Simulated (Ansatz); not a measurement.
## Coordination and 7Li quadrupole coupling in Li₈HfO₆

Cell: a Materials Project structure (computed, not necessarily an observed phase), atoms as given.

Space group P6_3cm (No. 185); a = 5.7235, c = 10.9114 Å, γ = 120.00°.

```
site  Wyckoff  site symmetry       x       y       z
 Li1       6c            ..m  0.6779  0.6779  0.2685
 Li2       6c            ..m  0.5907  0.5907  0.6273
 Li5       4b            3..  0.6667  0.3333  0.9073
  Hf       2a            3.m  0.0000  0.0000  0.4956
 O19       6c            ..m  0.6706  0.6706  0.4485
 O21       4b            3..  0.6667  0.3333  0.7129
 O22       2a            3.m  0.0000  0.0000  0.6766
```

One atom of each set is listed.

Computed with Ansatz: DFT, PBE, plane waves and PAW, scalar-relativistic, 420 eV cutoff, Γ-centred 5×5×2 k-points, Fermi–Dirac smearing 0.02 eV.

Q(7Li) = -40.10 mb.

Task: Order the Li environments from the weakest to the strongest quadrupole coupling.
A. Li5: 4 O at 1.97–2.12 Å; also 1 O at 3.34 Å
B. Li2: 4 O at 1.97–2.40 Å; also 3 Li at 2.18–2.63 Å
C. Li1: 4 O at 1.96–2.10 Å; also 1 Li at 2.18 Å

Result: A (0.049 MHz, η = 0.00), C (0.114 MHz, η = 0.71), B (0.359 MHz, η = 0.59).

An axis of threefold or higher order runs through Li5, so V_zz lies along it and η is zero. Like point charges on the first shell alone (each adding as 1/d³) would give another order (Li1 < Li5 < Li2): the covalent part of each bond and the atoms beyond the first shell count as well.

With these PAW files V_zz is typically within 2 to 3 % of all-electron values, but misses above 10 % occur on Li.
